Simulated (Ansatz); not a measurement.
TaSb₃O₈:
```xyz
24
Lattice="4.8962 0.0000 0.0000 0.0000 5.5064 0.0000 -4.8672 0.0000 11.8651" Properties=species:S:1:pos:R:3 pbc="T T T"
Ta     2.4547     2.0957     4.2476
Ta     0.0211     3.4107    10.1801
Sb    -2.4475     0.6552    10.1423
Sb    -0.0138     4.8512     4.2097
Sb     2.2387     3.9871     1.2675
Sb    -0.1949     1.5193     7.2000
Sb    -2.2006     4.2467     7.1897
Sb     0.2330     1.2597     1.2572
O      1.6558     0.3837     0.1162
O     -0.7778     5.1227     6.0487
O     -1.6312     2.3655     6.0303
O      0.8024     3.1409     0.0977
O     -1.6225     0.5443     8.2623
O      0.8111     4.9621     2.3297
O      1.6479     2.2155     2.3476
O     -0.7857     3.2909     8.2802
O     -3.4394     4.5806     9.5062
O     -1.0058     0.9258     3.5737
O     -1.4131     3.6753     3.5406
O     -3.8467     1.8311     9.4731
O     -1.0334     4.9119    10.7095
O      1.4002     0.5945     4.7769
O      1.0601     3.3573     4.8158
O     -1.3735     2.1491    10.7483
```

Relaxed with r²SCAN. Special points in fractions of this cell's reciprocal vectors: Γ (0.000, 0.000, 0.000); Z (0.000, 0.500, 0.000); D (0.000, 0.500, 0.500); B (0.000, 0.000, 0.500); A (-0.500, 0.000, 0.500); E (-0.500, 0.500, 0.500); C2 (-0.500, 0.500, 0.000); Y2 (-0.500, 0.000, 0.000).

List the band energies nearest the valence-band maximum at these points for DFT-r²SCAN in the program Ansatz with PAW potentials.

In eV from the valence-band maximum; about four levels below and three above (degenerate sets whole), none deeper than 8.9 eV; points with the same levels are listed once.

| k | below | above |
|---|---|---|
| Γ | -0.42 -0.38 -0.10 -0.02 | 3.28 3.42 3.79 |
| Z | -0.70 -0.67 -0.49 -0.35 | 3.69 4.21 4.36 |
| D | -0.65 -0.65 -0.51 -0.51 | 4.00 4.00 4.30 4.30 |
| B | -0.42 -0.42 -0.05 -0.05 | 3.27 3.27 3.94 3.94 |
| A | -0.64 -0.64 -0.25 -0.25 | 3.93 3.93 4.25 4.25 |
| E | -0.56 -0.56 -0.41 -0.41 | 3.06 3.06 4.43 4.43 |
| C2 | -0.87 -0.59 -0.39 -0.30 | 2.80 3.57 4.26 |
| Y2 | -0.63 -0.61 -0.39 -0.09 | 3.75 4.03 4.21 |

Space group Pc. The first step of the workflow began from a Materials Project structure, measured or hypothetical; the Crystallography Open Database copy checked does not list it. With Ta and Sb taken as one species the cell has the higher symmetry Pna2_1, so it may be an ordered model of a mixed-site phase. Its standing as an ambient phase is unchecked. The cell was relaxed with r²SCAN under the symmetry of its start; its stability against distortions is not shown here. No spin polarisation was allowed. Scalar-relativistic: spin–orbit coupling is off unless named, which matters more the heavier the elements.

Potentials: the later of the program's two PAW sets.
